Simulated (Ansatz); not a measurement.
Li$_{5}$SbO$_{5}$ (space group C2/m)

```yaml
crystal:
  lattice:
    - [4.83634, -2.01433, 0.00000]
    - [4.83634, 2.01433, 0.00000]
    - [-1.88344, 0.00000, 5.48574]
  atoms:
    - { symbol: Li, position: [0.28831, 0.28831, 0.65711] }
    - { symbol: Li, position: [0.71169, 0.71169, 0.34289] }
    - { symbol: Li, position: [0.00000, 0.00000, 0.50000] }
    - { symbol: Li, position: [0.68856, 0.68856, 0.86004] }
    - { symbol: Li, position: [0.31144, 0.31144, 0.13996] }
    - { symbol: Sb, position: [0.00000, 0.00000, 0.00000] }
    - { symbol: O, position: [0.14502, 0.14502, 0.82575] }
    - { symbol: O, position: [0.85498, 0.85498, 0.17425] }
    - { symbol: O, position: [0.50000, 0.50000, 0.00000] }
    - { symbol: O, position: [0.84209, 0.84209, 0.68145] }
    - { symbol: O, position: [0.15791, 0.15791, 0.31855] }
```

The volume is varied about the relaxed value V₀ at fixed cell shape. The atoms relax within the cell's symmetry.

Level of theory: PBEsol (plane waves to 420 eV, PAW, scalar-relativistic; Ansatz, a quantum-chemistry and plane-wave program). k mesh 7×7×5 (Γ-centred), Fermi-Dirac smearing 0.05 eV. The energy includes the smearing's −TS. Compression counts positive. With the shape held, the modulus is that of even scaling; a crystal free to change shape is softer. Li5SbO5 was relaxed with its symmetry unable to fall. Spin-orbit coupling is left out, though Sb is heavy. ΔE is measured from the relaxed starting cell.

The scan covers V/V₀ from 0.900 to 1.100 in 9 points.

What is ΔE at V/V₀ = 1.100?

25.1 meV/atom.

What pressure does the cell carry at V/V₀ = 0.900?

12.9 GPa.

What is ΔE at V/V₀ = 0.900?

35.8 meV/atom.

(A scan under strain: stresses follow from slopes of the energy per volume, elastic moduli from its curvatures.)
